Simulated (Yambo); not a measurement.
Yambo run on F (space group C2/c, No. 15). The wavefunctions come from this Quantum ESPRESSO step (PBEsol, PseudoDojo standard norm-conserving files, scalar-relativistic):

```
&CONTROL
  calculation = 'nscf'
  pseudo_dir = './pseudo'
  outdir = './out'
/
&SYSTEM
  ibrav = 0
  nat = 4
  ntyp = 1
  ecutwfc = 84.0
  ecutrho = 336.0
  occupations = 'fixed'
  force_symmorphic = .true.
  nbnd = 103
/
&ELECTRONS
  conv_thr = 4e-09
  diago_full_acc = .true.
  diago_thr_init = 1e-08
/
ATOMIC_SPECIES
F 18.9984 F.upf
CELL_PARAMETERS angstrom
  2.556320000000  -1.584025000000   0.000000000000
  2.556320000000   1.584025000000   0.000000000000
 -0.562109000000   0.000000000000   6.597708000000
ATOMIC_POSITIONS crystal
F   0.595830000000   0.915330000000   0.597960000000
F   0.404170000000   0.084670000000   0.402040000000
F   0.084670000000   0.404170000000   0.902040000000
F   0.915330000000   0.595830000000   0.097960000000
K_POINTS automatic
6 6 2 0 0 0
```

Yambo input:

```
rim_cut
gw0
dyson
el_el_corr
HF_and_locXC
ppa
em1d
RandQpts= 1000000
RandGvec= 1 Ry
EXXRLvcs= 84 Ry
VXCRLvcs= 336 Ry
Chimod= "HARTREE"
% BndsRnXp
 1 | 102 |
%
NGsBlkXp= 8 Ry
% LongDrXp
 1.0 | 1.0 | 1.0 |
%
PPAPntXp= 27.2114 eV
% GbndRnge
 1 | 102 |
%
GTermKind= "BG"
DysSolver= "n"
ExtendOut
% QPkrange
 1 | 1 | 14 | 15 |
 7 | 7 | 14 | 15 |
 8 | 8 | 14 | 15 |
 25 | 25 | 14 | 15 |
 26 | 26 | 14 | 15 |
 31 | 31 | 14 | 15 |
 32 | 32 | 14 | 15 |
%
```

k points by index: 1 = Γ, 7 = (0, -0.5, 0), 8 = (0, -0.5, -0.5), 25 = (-0.5, -0.5, 0), 26 = (-0.5, -0.5, -0.5), 31 = (0.5, 0, 0), 32 = (0.5, 0, 0.5).

Resulting energies as the program prints them:

```
#    K-point    Band    Eo [eV]    E [eV]    E-Eo [eV]    Vxc [eV]    Vnlxc [eV]    Sc|Eo [eV]    Sc|E [eV]    dSc/dw|Eo [eV]    Re(Z)    Im(Z)
#
    1    14    0.000000    -2.850964    -2.850964    -23.73486    -32.50434    5.243131    5.918516    -6.445943    0.808481    -0.001178
    1    15    2.465372    5.639040    3.173668    -22.29906    -15.44382    -2.977911    -3.681571    -6.033095    0.818522    -0.001030
    7    14    -0.135688    -2.943444    -2.807756    -23.51779    -32.19003    5.194305    5.864483    -6.494655    0.807313    -0.001211
    7    15    3.152867    6.526697    3.373830    -23.71490    -16.49429    -3.051623    -3.846779    -6.413040    0.809272    -0.001260
    8    14    -0.050384    -2.857766    -2.807382    -23.67656    -32.36968    5.216342    5.885740    -6.487977    0.807473    -0.001194
    8    15    3.064099    6.490356    3.426257    -23.45121    -16.04955    -3.172213    -3.975409    -6.378869    0.810097    -0.804458E-3
    25    14    -0.174127    -3.004678    -2.830551    -23.46274    -32.18591    5.217856    5.892619    -6.486436    0.807510    -0.001189
    25    15    2.758473    6.118206    3.359733    -23.08569    -15.85560    -3.098889    -3.870354    -6.248111    0.813262    -0.001107
    26    14    -0.454378    -3.280054    -2.825676    -23.01954    -31.70953    5.184438    5.864324    -6.547000    0.806061    -0.001109
    26    15    3.125328    6.574610    3.449282    -23.56033    -16.09333    -3.204042    -4.017718    -6.419009    0.809130    -0.540523E-3
    31    14    -0.135688    -2.945363    -2.809674    -23.51783    -32.19004    5.192200    5.862545    -6.491847    0.807380    -0.001209
    31    15    3.152870    6.527319    3.374449    -23.71509    -16.49430    -3.051018    -3.846341    -6.413211    0.809268    -0.001272
    32    14    -0.050384    -2.858106    -2.807722    -23.67658    -32.36967    5.215954    5.885371    -6.487375    0.807487    -0.001192
    32    15    3.064099    6.490762    3.426662    -23.45124    -16.04955    -3.171805    -3.975031    -6.378348    0.810109    -0.798719E-3
```
(The two width columns are left out.) Convergence of these settings isn't established.

Geometry of the Materials Project entry, not relaxed at this level.

The distance between layers or molecules is the database entry's, not relaxed here. Functionals without dispersion can leave it too large, which widens gaps and weakens the response across layers: the numbers belong to this cell.
